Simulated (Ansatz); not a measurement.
BeSiAs2:
```xyz
8
Lattice="-2.6671 2.6671 5.3231 2.6671 -2.6671 5.3231 2.6671 2.6671 -5.3231" Properties=species:S:1:pos:R:3 pbc="T T T"
Be     2.6671     0.0000     2.6615
Be     0.0000     0.0000     5.3231
Si     0.0000     2.6671     2.6615
Si     0.0000     0.0000     0.0000
As     3.9103     1.3335     1.3308
As     1.3335     1.4238    -1.3308
As    -1.2433     1.3335     6.6538
As     1.3335     1.2433     3.9923
```

Relaxed with r²SCAN.

**Question.** Give the Bader charges and basin volumes of the independent atoms, DFT-r²SCAN in the program Ansatz with PAW potentials.

**Answer.** 

| atom | Bader charge (e) | Bader volume (Å³) |
|---|---|---|
| Be1 | +1.57 | 2.6 |
| Si3 | +1.34 | 13.1 |
| As5 | -1.45 | 30.0 |

Space group I-42d (chalcopyrite). The workflow started from a Materials Project entry (that database holds measured and hypothetical structures alike); the Crystallography Open Database copy checked does not list it. Its standing as an ambient phase is unchecked. Symmetry was held in the r²SCAN relaxation; its stability against distortions is not shown here.

Potentials: the later of the program's two PAW sets.
